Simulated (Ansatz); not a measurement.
Theory: DFT PBE, scalar-relativistic, plane waves, PAW, and for the lanthanide a 4f-in-core norm-conserving potential (Ansatz). Cutoff 690 eV, Γ-centred meshes of about 0.25 Å⁻¹ or finer for metals and 0.3 Å⁻¹ for insulators (2π included), Gaussian smearing. No spin polarisation.

Temperature and zero-point effects are left out.

Two relaxed structures of LiTmH4:

1.

```xyz
6
Lattice="2.1973 -2.7563 0.0000 2.1973 2.7563 0.0000 0.0000 0.0000 4.7792" Properties=species:S:1:pos:R:3 pbc="T T T"
Li    0.0000    0.0000    0.8778
Tm    2.1973    0.0000    3.1191
H     2.1973   -1.8178    3.9858
H     2.1973    1.8178    3.9858
H     1.0986   -1.3781    1.8042
H     1.0986    1.3781    1.8042
```

2.

```xyz
6
Lattice="1.7175 0.9916 5.2745 -1.7175 0.9916 5.2745 0.0000 -1.9832 5.2745" Properties=species:S:1:pos:R:3 pbc="T T T"
Li    0.0000    0.0000    7.9117
Tm    0.0000    0.0000    0.0000
H     0.0000    0.0000    9.9053
H     0.0000    0.0000    5.9182
H     0.0000    0.0000   12.1836
H     0.0000    0.0000    3.6398
```

Question: Which form is favoured at zero pressure, and by what margin per atom?

Answer: Cell 2 is lower, by 72 meV/atom. Cell 1 has space group Cmm2 (No. 35), 9.6 Å³/atom and no gap on its mesh; cell 2 has space group R-3m (No. 166), 9.0 Å³/atom and a gap of 0.06 eV. Counting H atoms around Li and Tm (those within 1.25 times the shortest such distance or 1.15 times the sum of covalent radii, 1.27 where that leaves under three; a plus sign parts nearer from farther groups), cell 1 has Li 6, Tm 2+4 and cell 2 has Li 2+6, Tm 6+6. The denser one is the lower, and pressure would at first widen the difference. Both come from trial cells of a structure search, whose lowest cell (Pmn2_1, 9.9 Å³/atom) lies 145 meV/atom below the lower of the two.

The zero gap of Cmm2 may come from the functional, which often closes small gaps, or the cell may be a true semimetal. With hydrogen, zero-point motion can shift such differences by 10 meV/atom or more. Small gaps are read on the mesh alone, and bands can cross between its points. With atoms moved at random, cell 2 (by 145 meV/atom) fell into a lower structure. Cell 1 had no clear such test and can be a saddle point. Some candidate types were left out of the draw beforehand, so a known form may be missing.

The lanthanide is trivalent by construction, without f bands, f moments or other valences.
